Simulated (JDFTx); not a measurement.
Cd(0001) slab cut from bulk Cd (space group P6_3/mmc, indices of the conventional cell, lattice of the Materials Project entry mp-94, not re-optimised): 4 atoms in 4 planes, a 1x1 cell of 7.58 Å² (|a| = 2.958, |b| = 2.958 Å), 8.9 Å between the outermost planes, cell height 24.8 Å, 8×8×1 k mesh, Fermi smearing 0.01 Ha, no spin polarisation.

Method: PBE, GBRV ultrasoft potentials, plane waves to 20/100 Ha, in a modified build of JDFTx. Liquid: CANDLE, water, 1 M NaCl. Between zero charge and 0.29 V from it the run gives σ = 3.8 μC/cm², a mean capacitance of 13.2 μF/cm². The liquid has ε = 78.4, a 1:1 salt at 1 M with linear (Debye) response, and T = 298 K.

A calculation by hand: the Debye length, the diffuse-layer capacitance, and the inner capacitance that is left when the two stand in series.

Each ion has density c = 1 × 6.022×10⁻⁴ = 6.022e-04 Å⁻³. λ² = ε kT / (8π (e²/4πε₀) c) with kT = 0.02568 eV and e²/4πε₀ = 14.40 eV Å gives λ = 3.04 Å; the log prints 3.04 Å. C_diffuse = ε₀ε/λ = 228 μF/cm². Then 1/C_inner = 1/13.2 − 1/228, so C_inner = 14.1 μF/cm², which equals a vacuum gap of ε₀/C_inner = 0.63 Å. The diffuse layer takes 6 % of the potential drop; the rest lies between the electrode's charge and the onset of the dielectric, with the electrode's own (quantum) capacitance in it. The split is a model: in the calculation solvent and ions share one smooth cavity.
